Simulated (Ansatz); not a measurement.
**Decision note: Piezoelectric films for micro-actuators and harvesters**

A film clamped on a beam works by its effective transverse coefficient e₃₁,f, which adds the part that comes from the free strain along the normal. ZnO serves as the reference. c-oriented films; the sign of axis 3 is chosen so that e₃₃ is positive. Field 10 V/μm.

Where the numbers come from (Ansatz, a plane-wave PAW program): e₃₁, e₃₃, C₁₃, C₃₃: r²SCAN, relaxed-ion tensors by finite strain, axis 3 along c; ε₃₃: r²SCAN, linear response at fixed cell.

Started from generated or typed cells, with no claim that the phase is known: 4H-CdS. Runs started from generated or typed cells of the structure named: ZnO. Spin–orbit coupling is left out unless named.

Working rules: e₃₁,f = e₃₁ − e₃₃ C₁₃/C₃₃; d₃₃,f = e₃₃/C₃₃; stress = |e₃₁,f| × field; figure = e₃₁,f²/(ε₀ε₃₃) = e₃₁,f²/(0.008854 ε₃₃) in GPa.

4H-ZnS has e₃₁ −0.11 C/m², e₃₃ 0.15 C/m², C₁₃ 45 GPa, C₃₃ 149 GPa, ε₃₃ 8.63. That gives e₃₁,f = −0.11 − 0.15 × 45/149 = −0.155 C/m²; d₃₃,f = 1000 × 0.15/149 = 1.0 pm/V; film stress: |−0.155| × 10 = 1.6 MPa; harvesting figure: (−0.155)²/(0.008854 × 8.63) = 0.31 GPa.

ZnO (wurtzite), the reference, has e₃₁ −0.64 C/m², e₃₃ 1.27 C/m², C₁₃ 113 GPa, C₃₃ 221 GPa, ε₃₃ 9.66. That gives e₃₁,f = −0.64 − 1.27 × 113/221 = −1.289 C/m²; d₃₃,f = 1000 × 1.27/221 = 5.7 pm/V; film stress: |−1.289| × 10 = 13 MPa; harvesting figure: (−1.289)²/(0.008854 × 9.66) = 19 GPa.

4H-SiC has e₃₁ −0.04 C/m², e₃₃ 0.11 C/m², C₁₃ 51 GPa, C₃₃ 575 GPa, ε₃₃ 10.4. By the same steps, e₃₁,f −0.050 C/m², d₃₃,f 0.19 pm/V, film stress 0.50 MPa, harvesting figure 0.027 GPa.

4H-CdS has e₃₁ −0.20 C/m², e₃₃ 0.39 C/m², C₁₃ 44 GPa, C₃₃ 94 GPa, ε₃₃ 9.17. By the same steps, e₃₁,f −0.383 C/m², d₃₃,f 4.1 pm/V, film stress 3.8 MPa, harvesting figure 1.8 GPa.

In order of harvesting figure, highest first: ZnO (19 ± 4.5), 4H-CdS (1.8 ± 0.42), 4H-ZnS (0.31 ± 0.075), 4H-SiC (0.027 ± 0.0066). The ± follows from allowances picked for this note (e₃₁ 12 %, e₃₃ 12 %, C₁₃ 5 %, C₃₃ 5 %, ε₃₃ 8 %, 12 % for the model), carried to first order and added in quadrature; ≈ joins neighbours closer than their two ± added in quadrature. On this figure 0 of 3 candidates do clearly better than the reference.

Pareto front for high harvesting figure and high film stress: ZnO (19, 13). The reference is on the front.

Decision: ZnO comes first by harvesting figure, and ZnO is on the front as well. This holds for the figure and assumptions above, and the caveats below decide whether it survives in a device.

Single-domain 0 K values; domain walls add much in ferroelectric films. Where several phases of a formula are at hand, those over 0.1 eV/atom above the lowest were not drawn (by r²SCAN where it compared them, else by the largest value; a layered or molecular lowest phase counts only with a dispersion term); other phases could lie lower still. Rows were sampled with a lean to familiar crystals, related or not, whatever their agreement with measurement; tables with many equal figures were not kept. Limits of the draw: polar uniaxial crystals, |e₃₃| over 0.1 C/m², ε₃₃ under 300; no unfamiliar magnets, and cubic perovskites only if shown or known to be stable. As a rule kept out of such tables: 4f compounds, open-shell compounds run without a Hubbard term, cells found unstable in the tests at hand, cells close to a higher symmetry, and runs set to a pressure or over 12 % in volume from the crystal's fullest run.
